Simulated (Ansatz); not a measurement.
HfRh3, in the lowest among the structures calculated here: Pm-3m (No. 221), cP4, Cu3Au type; a = b = c = 3.8948 Å, α = β = γ = 90.00°; Hf 1a (0.000, 0.000, 0.000); Rh 3c (0.000, 0.500, 0.500). Computed with PBEsol (plane waves to 420 eV, PAW, scalar-relativistic; Ansatz, a quantum-chemistry and plane-wave program). Element references, the lowest calculated here: Hf (P6₃/mmc), Rh (Fm-3m).

Total energies (eV/atom, σ → 0; comparable only within this code, potentials and settings):

```
phase          E (eV/atom)
-------------  -----------
HfRh3 (Pm-3m)    -8654.297
Hf (P6₃/mmc)    -15598.026
Rh (Fm-3m)       -6338.746
```

**Question.** What is the formation energy of this Pm-3m form of HfRh3 from the elements?

**Answer.** E_f = -8654.297 − [1 × (-15598.026) + 3 × (-6338.746)] / 4 = -0.73 eV/atom (-2.9 eV per formula unit).

Static energies, no anion corrections, no zero-point energy. Values are rounded to 0.01 eV/atom. Spin-orbit coupling is missing from these energies, which matters for elements this heavy. The compounds carry no spin polarisation.
